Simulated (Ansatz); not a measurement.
**Ca$_{3}$Y (Fm-3m), a vibration from a frozen displacement**

Method: Ansatz 0.2.0, DFT PBEsol, scalar-relativistic, plane waves, PAW. Cutoff 420 eV, Γ-centred 10×10×10 k-points, Gaussian smearing of 0.15 eV. No spin polarisation. Energies are free energies at this smearing, counted from the undisturbed cell; pressure is positive in compression.

Zero of the scan (relaxed at this level; with this scan's settings it stands at 0.1 GPa; it needn't be the usual structure):

```
Ca Y
1.0
     0.00000    4.18190    4.18190
     4.18190    0.00000    4.18190
     4.18190    4.18190    0.00000
Ca Y
3 1
Cartesian
  2.0910 2.0910 2.0910
  6.2729 6.2729 6.2729
  4.1819 4.1819 4.1819
  0.0000 0.0000 0.0000
```

Every Ca atom is moved by x along the Cartesian unit vector (1.000, 0.000, 0.000); the cell and all other atoms stay fixed. The cell's volume is 146.27 Å³; the moved atoms weigh 120.234 u together and the others 88.906 u.

```csv
x (Å),ΔE (meV/cell),total force on the moved atoms along the move (eV/Å),pressure (GPa)
-0.1000,14.54,0.2910,0.0970
-0.0500,3.64,0.1454,0.0750
0.0000,0.00,0.0000,0.0677
0.0750,8.18,-0.2182,0.0842
```

Q: What frequency belongs to this motion?

A: The force constant is k = −dF/dx = 2.909 eV/Å², from the parabola through x = -0.0500, 0 and 0.0750. In every cell the moved atoms swing against the rest, so the mass is μ = m₁m₂/(m₁ + m₂) = 51.112 u, and ν̃ = 521.5 cm⁻¹ × √(|k|/μ) = 124 cm⁻¹. The pattern needn't be a normal mode: ν̃² is then a weighted mean of the squared nonzero frequencies at the zone centre of this cell, so it lies between the lowest and the highest of them.

Q: How far does the harmonic law reach?

A: At x = -0.100 Å, kx²/2 = 14.54 meV against the computed 14.54 meV (+0.0 %): the well is still close to harmonic there.

In a metal these slopes depend on the k mesh and the smearing.